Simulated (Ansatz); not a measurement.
GaN (wurtzite, P6_3mc), PBE (plane waves, PAW; program Ansatz). The conduction-band minimum lies at Γ, with 1 equivalent valley. Second derivatives d²E/dk² of the lowest band at one valley (eV·Å²), along Cartesian directions:

```
direction  d²E/dk²
---------  -------
[100]        47.72
[010]        47.72
[001]        52.91
[110]        47.72
[101]        50.32
[011]        50.32
```

Find the principal effective masses, the density-of-states mass and the conductivity mass.

Off-diagonal terms follow from H_xy = H[110] − (H_xx + H_yy)/2, and m*/mₑ = 7.620 eV·Å² over each eigenvalue: 0.14, 0.16, 0.16. One valley's DOS mass (m₁m₂m₃)^(1/3) = 0.15, conductivity mass 3/(Σ 1/mᵢ) = 0.15 mₑ.

What effective density of states Nc follows at 300 K for parabolic valleys?

Nc = 2.509e19 × 1 × (0.15)^(3/2) ≈ 1.5e18 cm⁻³.

Symmetry was held in the PBE relaxation. Scalar-relativistic: spin–orbit coupling is off unless named, which matters more the heavier the elements.

Potentials: the earlier of the program's two PAW sets.

Edges and masses are those of Kohn–Sham bands, whose gap is no quasiparticle gap.
